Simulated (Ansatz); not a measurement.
# Structures of Ag$_{2}$Ir: which is lowest?

Plane-wave DFT in Ansatz with scalar-relativistic PAW potentials, cutoff 420 eV, Γ-centred meshes chosen by cell and gap, Gaussian smearing with energies taken to zero width. Every cell was relaxed (cell and atoms) in a run of its own, within the symmetry of its start. Functional: PBE.

Relaxed structures (starts from databases or built by putting these elements on another compound's sites):
A. R-3m, 3 atoms in the computed cell, a = 2.791 Å, c = 21.805 Å; sites (symmetry × multiplicity) Ag 3m × 6, Ir -3m × 3; start: built
B. Immm, 3 atoms in the computed cell, a = 2.677 Å, b = 4.284 Å, c = 8.667 Å; sites (symmetry × multiplicity) Ag mm2 × 4, Ir mmm × 2; start: built
C. I4/mmm, 3 atoms in the computed cell, a = 2.749 Å, c = 13.069 Å; sites (symmetry × multiplicity) Ag 4mm × 4, Ir 4/mmm × 2; start: built

**Question.** Rank them by energy. Could pressure change the order?

**Answer.**
| structure | group | E − E(lowest) (meV/atom) | V (Å³/atom) | gap on mesh (eV) |
| --- | --- | --- | --- | --- |
| A | R-3m | 0.0 | 16.34 | 0.00 |
| C | I4/mmm | 114 | 16.47 | 0.00 |
| B | Immm | 188 | 16.57 | 0.00 |

A is lowest, 114 meV/atom under C. The lowest is also the densest of these, so pressure wouldn't bring one of the others in at first order. Other structures may lie lower than all of these, and vibrations aren't counted.

Spin-orbit coupling is left out, which matters for the bands of heavy elements.